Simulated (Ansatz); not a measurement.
B₂Ir₂Os in Ansatz, relaxation

Input:

```yaml
crystal:
  lattice:
    - [0.0, 3.451646, 0.0]
    - [3.451646, 0.0, 0.0]
    - [1.725823, 1.725823, -5.002914]
  atoms:
    - { symbol: Ir, position: [0.75, 0.25, 0.5] }
    - { symbol: Ir, position: [0.25, 0.75, 0.5] }
    - { symbol: B, position: [0.375, 0.375, 0.25] }
    - { symbol: B, position: [0.625, 0.625, 0.75] }
    - { symbol: Os, position: [0.0, 0.0, 0.0] }
  symmetry: { tolerance: 0.0003 }
kpoints:
  mp_grid: { grid: [6, 6, 6], shift: [0, 0, 0] }
magnetization:
  spin_polarized: false
scf:
  occupations: { method: fermi_dirac, width: 0.0128 }
  lower_state_search: "off"
hamiltonian:
  pseudopotentials: { kind: paw }
  xc: r2scan
basis:
  ecutwfc: 500
  fft_grid_basis: typed
relax:
  max_steps: 40
  f_tol: 0.03
output:
  forces: true
  stress: true
  eigenvalues: true
  bader: true
  populations: true
  elf: true
  write_potential: true
  volumetric_format: npy
  dos:
    e_range: [-12, 8]
    de: 0.05
    projected: { site_lists: { B: [B], Ir: [Ir], Os: [Os] } }
  write_density: true
checkpoint:
  read: saved_state
```

Run with:

```bash
ansatz run input.yaml --threads 2 --pin off --max-ram 3584MiB --backend cpu --events-out ev --progress --plain --runs-dir out
```

Origin of the cell: a known structure type with other elements, at an estimated volume, so it need not be a known compound.

The saved state is a converged single point of the same cell.

Steps:

| step | ΔF (meV/atom) | max force component (eV/Å) | SCF iterations | step was |
| --- | --- | --- | --- | --- |
| 1 | 0.0 | 1.185 | 7 | accepted |
| 2 | -21.3 | 0.844 | 7 | accepted |
| 3 | -47.0 | 0.107 | 7 | accepted |
| 4 | -47.4 | 0.001 | 7 | accepted |

Before:

Space group I4/mmm (No. 139); the run's cell has a = 3.452 Å, b = 3.452 Å, c = 5.567 Å, α = 71.94°, β = 71.94°, γ = 90.00°. Shortest distances: B–Ir 2.13 Å, Ir–Ir 2.44 Å, B–B 2.50 Å, B–Os 2.74 Å, Ir–Os 3.04 Å, Os–Os 3.45 Å.

After:

Space group I4/mmm (No. 139); the run's cell has a = 3.452 Å, b = 3.452 Å, c = 5.567 Å, α = 71.94°, β = 71.94°, γ = 90.00°. Shortest distances: B–B 2.11 Å, B–Ir 2.25 Å, Ir–Ir 2.44 Å, B–Os 2.66 Å, Ir–Os 3.04 Å, Os–Os 3.45 Å.

```yaml
crystal:
  lattice:
    - [0.00000, 3.45165, 0.00000]
    - [3.45165, 0.00000, 0.00000]
    - [1.72582, 1.72582, -5.00291]
  atoms:
    - { symbol: Ir, position: [0.75000, 0.25000, 0.50000] }
    - { symbol: Ir, position: [0.25000, 0.75000, 0.50000] }
    - { symbol: B, position: [0.39476, 0.39476, 0.21048] }
    - { symbol: B, position: [0.60524, 0.60524, 0.78952] }
    - { symbol: Os, position: [0.00000, 0.00000, 0.00000] }
```

* Free energy lowered by: 47.4 meV/atom
* Final pressure: 2.12 GPa
* Relaxation steps listed: 4

Caveats: no moments, though an odd count or open d shells may carry them; no spin-orbit coupling, though heavy elements are present; the SCF threshold is looser than advised for a stress; the k mesh is coarse if the cell is a metal; the relaxation held the start's symmetry, so the end may be a saddle point.

It ran for 47 s on 2 threads of Arm Neoverse V1 (shared host), peak memory 0.58 GiB, from a saved density.
